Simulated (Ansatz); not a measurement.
Total density of states per atom from PBEsol (plane waves, PAW; program Ansatz), in 0.25 eV bins, energy from the Fermi level:

| E (eV) | states/eV/atom |
|---|---|
| -7.85 | 0.19 |
| -7.60 | 0.33 |
| -7.35 | 0.62 |
| -7.10 | 0.68 |
| -6.85 | 0.76 |
| -6.60 | 0.84 |
| -6.35 | 0.94 |
| -6.10 | 1.14 |
| -5.85 | 1.11 |
| -5.60 | 0.71 |
| -5.35 | 0.42 |
| -5.10 | 0.43 |
| -4.85 | 1.38 |
| -4.60 | 1.96 |
| -4.35 | 1.44 |
| -4.10 | 1.06 |
| -3.85 | 0.97 |
| -3.60 | 1.06 |
| -3.35 | 1.85 |
| -3.10 | 1.54 |
| -2.85 | 1.07 |
| -2.60 | 0.56 |
| -2.35 | 0.46 |
| -2.10 | 0.41 |
| -1.85 | 0.40 |
| -1.60 | 0.40 |
| -1.35 | 0.43 |
| -1.10 | 0.64 |
| -0.85 | 0.75 |
| -0.60 | 0.79 |
| -0.35 | 0.87 |
| -0.10 | 0.95 |
| 0.15 | 1.11 |
| 0.40 | 1.12 |
| 0.65 | 1.24 |
| 0.90 | 1.19 |
| 1.15 | 1.22 |
| 1.40 | 1.50 |
| 1.65 | 2.59 |
| 1.90 | 1.06 |
| 2.15 | 0.83 |
| 2.40 | 0.64 |
| 2.65 | 0.56 |
| 2.90 | 0.52 |
| 3.15 | 0.49 |
| 3.40 | 0.47 |
| 3.65 | 0.42 |
| 3.90 | 0.33 |
| 4.15 | 0.28 |
| 4.40 | 0.29 |
| 4.65 | 0.31 |

Which compound is it?
A) Re3B, Cmcm (Re on 8f, Re on 4c, B on 4c)
B) ScAg, CsCl type
C) Re, bcc (W type)
D) Ag, bcc (W type)

C, Re, bcc (W type). Within 0.5 eV of the Fermi level: Re 5d 96 %. Projections are on Löwdin-orthogonalised atomic valence shells; empty p or d shells of many metals are not among them.

Space group Im-3m (bcc (W type)). The start of the workflow was typed in or built on a structure type; the Crystallography Open Database copy checked does not list it. It is not the phase usual at ambient conditions (space group No. 194). The cell keeps a stress of up to 0.2 GPa. The cell was relaxed with PBEsol under the symmetry of its start. At this level the phase is mechanically unstable. No spin polarisation was allowed. Scalar-relativistic: spin–orbit coupling is off unless named, which matters more the heavier the elements.

Potentials: the later of the program's two PAW sets.
